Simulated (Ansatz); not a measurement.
Cu (fcc, Cu type)

```xyz
1
Lattice="0.0000 1.8144 1.8144 1.8144 0.0000 1.8144 1.8144 1.8144 0.0000" Properties=species:S:1:pos:R:3 pbc="T T T"
Cu     0.0000     0.0000     0.0000
```

This relaxed cell (volume V₀) is scaled evenly in all directions, its shape held. Symmetry pins the atoms to their sites.

Level of theory: PBE (plane waves to 420 eV, PAW, scalar-relativistic; Ansatz, a program for electronic structure). k mesh 22×22×22 (Γ-centred), Fermi-Dirac smearing 0.05 eV. E stands for the smeared free energy. Stress and pressure are positive under compression. Cu is run without spin polarisation. Cu was relaxed with its symmetry unable to fall. The PAW data are Ansatz's earlier set. The zero of ΔE is the relaxed starting cell. The last digit holds for this mesh only.

```json
[
 {"V (Å³/atom)": "10.752", "ΔE (meV/atom)": "withheld"},
 {"V (Å³/atom)": "11.050", "ΔE (meV/atom)": "34.7"},
 {"V (Å³/atom)": "11.349", "ΔE (meV/atom)": "14.6"},
 {"V (Å³/atom)": "11.648", "ΔE (meV/atom)": "3.5"},
 {"V (Å³/atom)": "11.946", "ΔE (meV/atom)": "0.0"},
 {"V (Å³/atom)": "12.245", "ΔE (meV/atom)": "3.1"},
 {"V (Å³/atom)": "12.544", "ΔE (meV/atom)": "11.9"},
 {"V (Å³/atom)": "12.842", "ΔE (meV/atom)": "25.6"},
 {"V (Å³/atom)": "13.141", "ΔE (meV/atom)": "43.5"}
]
```

Problem. Fit a third-order Birch-Murnaghan form (E₀, V₀, B₀, B₀′ free) to the given rows and predict ΔE at V = 10.752.

Solution. Least squares on the 8 given rows: ΔE = E₀ + (9V₀B₀/16)·y²·[2 + (B₀′ − 4)y], y = (V₀/V)^(2/3) − 1, with V₀ = 11.947 Å³/atom, B₀ = 141.2 GPa (160.2 GPa = 1 eV/Å³; the term in eV is multiplied by 1000), B₀′ = 4.96, E₀ = 0.00 meV/atom; root-mean-square residual 0.02 meV/atom. At 10.752 the fit gives 64.9 meV/atom; the calculation gives 65.2 meV/atom, so the extrapolation is off by -0.3 (-0.5 %). For the pressure the fit gives 19.3 GPa against the computed 19.4 GPa.

(Under strain, the slope of the energy per volume gives the stress and its curvature an elastic modulus.)
